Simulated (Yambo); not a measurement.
A G0W0@LDA run in Yambo for Ba₃ZnN₂O (space group P4/mmm, No. 123) (4×4×1 Γ-centred k mesh, bands 5 to 235 and a 7 Ry block in the screening, 235 bands in G with the Bruneval-Gonze terminator, plasmon pole fitted at 27.2 eV) gives these matrix elements, in eV, at the band edges (Γ → Γ):

```tsv
state	E0	<Vxc>	<Σx>	<Σc(E0)>	Z
valence edge	0.000	-16.255	-19.271	2.709	0.759
conduction edge	0.809	-8.785	-4.358	-3.831	0.828
```

Problem. Solve the linearised quasiparticle equation for both states, give the gap, and say how exchange and correlation each act on it.

Solution. E = E0 + Z(Σx + Σc − Vxc). Valence: 0.000 + 0.759 × (-19.271 + (2.709) − (-16.255)) = -0.23 eV. Conduction: 0.809 + 0.828 × (-4.358 + (-3.831) − (-8.785)) = 1.30 eV. The gap is 1.53 eV, against 0.81 eV in LDA. Replacing Vxc by bare exchange alone would open it by 7.44 eV; correlation takes back 6.54 eV of that, and Z scales what is left. Nearest settings tried, and what they do to the gap: 184 bands in W, 184 bands in G: +3 meV; 6 Ry block (267 vectors against 363): -45 meV; 2×2×1 mesh: -218 meV. So the settings aren't converged at that level. Oxides, nitrides and fluorides with a shallow 3d shell are known to need far more bands and larger blocks. The mesh misses a band edge: along a dense path the LDA gap is 0.46 eV against 0.81 eV on the mesh. 

Geometry of the Materials Project entry, not relaxed at this level; primitive cell a = 4.1498 Å, b = 4.1498 Å, c = 9.2928 Å, α = 90.00°, β = 90.00°, γ = 90.00°.

The structure is a Materials Project entry; no match was found in the copy of COD used, and its stability was not checked.
